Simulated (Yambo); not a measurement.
TlAlF$_{4}$ (space group P4/mmm, No. 123), G0W0@LDA in Yambo; all else as in the reference (4×4×2 Γ-centred k mesh, 160 bands and a 8 Ry block in the screening, 160 bands in G with the Bruneval-Gonze terminator, plasmon pole fitted at 27.2 eV). One parameter is varied: the cutoff of the wavefunctions in Yambo, over 10, 20, 30, 50, 84 Ry.

Problem. From which value on does the gap R → X stay within 0.05 eV of the largest setting?

Solution. From 30 Ry on.
```tsv
cutoff of the wavefunctions in Yambo (Ry)	G0W0 gap (eV)	valence shift (eV)
10	6.25	-1.04
20	6.84	-1.67
30	6.92	-1.81
50	6.95	-1.85
84	6.96	-1.85
```
The last step of the sweep still moves the gap by 2 meV; the other settings are held fixed.

The standard potential for Tl keeps a d shell in the valence without the s and p states of that shell. In tests on such compounds this moved G0W0 gaps by up to about 0.9 eV, so absolute quasiparticle energies here are unreliable; differences between settings are what counts.

Spin-orbit coupling is not included.

Geometry of the Materials Project entry, not relaxed at this level; primitive cell a = 3.6360 Å, b = 3.6360 Å, c = 6.3056 Å, α = 90.00°, β = 90.00°, γ = 90.00°.

A shift is the quasiparticle energy of the state minus its LDA energy.
